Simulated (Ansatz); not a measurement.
The start is a relaxed CaO cell, doubled along one cell vector, shaken by Gaussian noise of σ = 0.08 Å a coordinate. Cell shape, volume and atoms are optimised at zero target pressure with PBE (plane waves to 420 eV, PAW, scalar-relativistic; Ansatz, a program for electronic structure). The first steps use a coarse 8×4×8 k-mesh.

Starting cell:
```
CELL_PARAMETERS angstrom
      0.00000     2.41535     2.41535
      4.83070     0.00000     4.83070
      2.41535     2.41535     0.00000
ATOMIC_POSITIONS crystal
  O  0.97399 0.03486 0.90556
  O  0.01375 0.50592 0.98889
  Ca 0.48141 0.27532 0.49578
  Ca 0.45425 0.76624 0.50124
```

Initial pressure: +2.4 GPa (positive: the cell is compressed)
Energy released: 66 meV/atom
Band gap at the end: 3.66 eV, indirect (valence top at Γ, conduction bottom at X) (no spin-orbit coupling)
Optimiser moves: 4

It ends as:

```cif
data_Ca4O4
_chemical_formula_sum 'O4 Ca4'
_space_group_name_H-M_alt 'Fm-3m'
_space_group_IT_number 225
_space_group_name_Hall '-F 4 2 3'
_cell_length_a 4.83086
_cell_length_b 4.83086
_cell_length_c 4.83086
_cell_angle_alpha 90.000
_cell_angle_beta 90.000
_cell_angle_gamma 90.000
loop_
_atom_site_label
_atom_site_type_symbol
_atom_site_symmetry_multiplicity
_atom_site_Wyckoff_symbol
_atom_site_fract_x
_atom_site_fract_y
_atom_site_fract_z
_atom_site_occupancy
O1 O 4 b 0.50000 0.50000 0.50000 1
Ca1 Ca 4 a 0.00000 0.00000 0.00000 1
```
(The calculation used a cell of 2 atoms; values per cell refer to that cell.)

Final values are on a 12×12×12 k-mesh of the relaxed cell. No spin polarisation in the result.
